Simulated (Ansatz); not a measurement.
Below is a relaxed structure of Zn4Se3S. The cell was found from a structure generator's guess, not taken from experiment.

Computed with DFT PBE, scalar-relativistic, plane waves, PAW (Ansatz 0.2.0). Cutoff 420 eV, Γ-centred mesh, Gaussian smearing, no spin polarisation.

```yaml
crystal:
  lattice:
    - [4.00154, 0.00000, 0.00000]
    - [0.00000, 8.00889, 0.00000]
    - [0.00000, 0.00000, 5.65693]
  atoms:
    - { symbol: Zn, position: [0.00000, 0.74071, 0.99347] }
    - { symbol: Zn, position: [0.50000, 0.50000, 0.51769] }
    - { symbol: Zn, position: [0.00000, 0.25929, 0.99347] }
    - { symbol: Zn, position: [0.50000, 0.00000, 0.49475] }
    - { symbol: Se, position: [0.50000, 0.74483, 0.25012] }
    - { symbol: Se, position: [0.50000, 0.25517, 0.25012] }
    - { symbol: Se, position: [0.00000, 0.00000, 0.75089] }
    - { symbol: S, position: [0.00000, 0.50000, 0.74947] }
```

Energies over the elements count from the elements' standard structures at the same level, with no fitted energy shifts.

Problem. Find its symmetry and describe it.

Solution. Pmm2 (No. 25), with Se and S ordered on zinc blende sites. Conventional cell: a = 4.002 Å, b = 8.009 Å, c = 5.657 Å. Around Zn on a site of symmetry m lie 1 S at 2.37 Å and 3 Se at 2.47–2.49 Å; around Zn on a site of symmetry mm2 lie 2 S at 2.39 Å and 2 Se at 2.48 Å; Se on a site of symmetry m has 4 Zn at 2.47–2.48 Å; around S lie 4 Zn at 2.37–2.39 Å; 2 more sites not described.

Problem. How far does it lie from the elements in energy?

Solution. −0.735 eV/atom. It lies below the elements, which doesn't yet make it stable against other compounds or structures.

Problem. Is it a metal?

Solution. No, the gap on the 8×4×6 mesh is 1.28 eV.

The last run used an 8×4×6 mesh (in the run's order of axes) for its 8-atom cell and Gaussian smearing of 0.02 eV. Kohn–Sham gaps at this level usually fall short of measured ones. The reference forms of S and Se are held partly by dispersion forces, which this level lacks. A structure relaxed within its symmetry needn't be a true minimum.
